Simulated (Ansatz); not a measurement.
Relaxed-ion elastic tensor of AlAs (zinc blende, space group No. 216) in GPa (Voigt order), the program Ansatz at the LDA level (PAW); density 3.80 g/cm³, 22.29 Å³ per atom.

```tsv
	1	2	3	4	5	6
1	113	57.0	57.0	0.0	0.0	0.0
2	57.0	113	57.0	0.0	0.0	0.0
3	57.0	57.0	113	0.0	0.0	0.0
4	0.0	0.0	0.0	53.8	0.0	0.0
5	0.0	0.0	0.0	0.0	53.8	0.0
6	0.0	0.0	0.0	0.0	0.0	53.8
```

Is the crystal mechanically stable?

Yes: the smallest eigenvalue of C is 53.8 GPa.

Work out the Voigt, Reuss and Hill averages.

K_V = 75.5, K_R = 75.5, K_H = 75.5; G_V = 43.4, G_R = 39.1, G_H = 41.3 GPa.

Give Young's modulus, Poisson's ratio, Pugh's ratio and the universal anisotropy index.

E = 9KG/(3K + G) = 105 GPa; ν = 0.27; K/G = 1.83 (near the Pugh limit of 1.75, no verdict); A_U = 5G_V/G_R + K_V/K_R − 6 = 0.54.

Estimate the sound speeds and the Debye temperature.

v_l = √((K + 4G/3)/ρ) = 5870 m/s, v_t = √(G/ρ) = 3300 m/s, mean 3670 m/s; Θ = (h/k)(3n/4πV)^(1/3) v_m = 388 K.

Give the Zener ratio and Young's modulus along [100], [110] and [111].

A = 2C44/(C11 − C12) = 1.94; 1/E = S11 − 2(S11 − S12 − S44/2)Γ with Γ = 0, 1/4, 1/3 gives 74.2, 110, 130 GPa.

Solve the Christoffel equation for the three sound speeds along [100], [110], [111].

Eigenvalues of C_ijkl n_j n_l equal ρv² (piezoelectric stiffening left out). In km/s, slowest first: [100] 3.77, 3.77, 5.45; [110] 2.70, 3.77, 6.04; [111] 3.10, 3.10, 6.23.

Space group F-43m (zinc blende). The LDA relaxation kept the symmetry of its start.

Potentials: the earlier of the program's two PAW sets. The files were generated under PBE; for other functionals the program regenerates the frozen cores, and for LDA and PBEsol the local potential too.
